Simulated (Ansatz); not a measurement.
# Equation of state of HfRu

Space group Pm-3m (No. 221). a = 3.225 Å, b = 3.225 Å, c = 3.225 Å, α = 90.00°, β = 90.00°, γ = 90.00°
```json
{"atom": "Hf", "site": "1a", "symmetry": "m-3m", "x": "0.0000", "y": "0.0000", "z": "0.0000"}
{"atom": "Ru", "site": "1b", "symmetry": "m-3m", "x": "0.5000", "y": "0.5000", "z": "0.5000"}
```

The runs use the primitive cell with vectors (3.225, 0.000, 0.000), (0.000, 3.225, 0.000), (0.000, 0.000, 3.225) Å, to which the k mesh refers.

The geometry is COD entry 1523508, unchecked; take it as a test cell.

No spin–orbit coupling, which matters for the heavy atoms here.

All numbers are computed: DFT, PBEsol, all-electron LAPW, scalar-relativistic (Ansatz 0.2.0); DFT, PBEsol, PAW with Ansatz's default frozen-core files, scalar-relativistic (Ansatz 0.2.0).

For LAPW: a Γ-centred 11×11×11 k mesh, Fermi–Dirac smearing of 0.08 eV, basis error target 0.5 meV/atom, no spin polarisation. PAW takes a cutoff of 420 eV at this cell (files made with PBE, cores remade for this functional). The Ansatz runs share mesh, smearing and spin set-up. Plane-wave (PAW) pressures include the program's estimate of the Pulay term.

The cell above is scaled evenly, with fractional coordinates and shape held.

```json
{"V/V(cell)": "0.9400", "V (Å³/atom)": "15.765", "P, LAPW (GPa)": "10.97", "P, PAW (GPa)": "10.95", "free energy over the lowest listed, PAW (meV/atom)": "24.7"}
{"V/V(cell)": "0.9600", "V (Å³/atom)": "16.100", "P, LAPW (GPa)": "5.82", "P, PAW (GPa)": "5.80", "free energy over the lowest listed, PAW (meV/atom)": "7.3"}
{"V/V(cell)": "0.9800", "V (Å³/atom)": "16.436", "P, LAPW (GPa)": "1.17", "P, PAW (GPa)": "1.16", "free energy over the lowest listed, PAW (meV/atom)": "0.1"}
{"V/V(cell)": "0.9900", "V (Å³/atom)": "16.603", "P, LAPW (GPa)": "-0.98", "P, PAW (GPa)": "-0.99", "free energy over the lowest listed, PAW (meV/atom)": "0.0"}
{"V/V(cell)": "1.0000", "V (Å³/atom)": "16.771", "P, LAPW (GPa)": "-3.03", "P, PAW (GPa)": "-3.04", "free energy over the lowest listed, PAW (meV/atom)": "2.1"}
{"V/V(cell)": "1.0100", "V (Å³/atom)": "16.939", "P, LAPW (GPa)": "-4.97", "P, PAW (GPa)": "-4.98", "free energy over the lowest listed, PAW (meV/atom)": "6.3"}
{"V/V(cell)": "1.0200", "V (Å³/atom)": "17.106", "P, LAPW (GPa)": "?", "P, PAW (GPa)": "?", "free energy over the lowest listed, PAW (meV/atom)": "?"}
{"V/V(cell)": "1.0400", "V (Å³/atom)": "17.442", "P, LAPW (GPa)": "-10.23", "P, PAW (GPa)": "-10.24", "free energy over the lowest listed, PAW (meV/atom)": "30.4"}
{"V/V(cell)": "1.0600", "V (Å³/atom)": "17.777", "P, LAPW (GPa)": "-13.31", "P, PAW (GPa)": "-13.32", "free energy over the lowest listed, PAW (meV/atom)": "55.2"}
```

**Question.** Fill in the row V/V(cell) = 1.0200.

**Answer.** P, LAPW (GPa) = -6.82, P, PAW (GPa) = -6.82, free energy over the lowest listed, PAW (meV/atom) = 12.5.

**Question.** What do Birch–Murnaghan fits to the pressures give?

**Answer.** LAPW: V0 = 16.53 Å³/atom, B0 = 212 GPa, B0′ = 4.1; PAW: V0 = 16.52 Å³/atom, B0 = 211 GPa, B0′ = 4.1.

PAW's V0 lies 0.00 % from the all-electron value and its B0 0.0 %. Symmetry fixes shape and coordinates here, so this is the relaxed modulus.
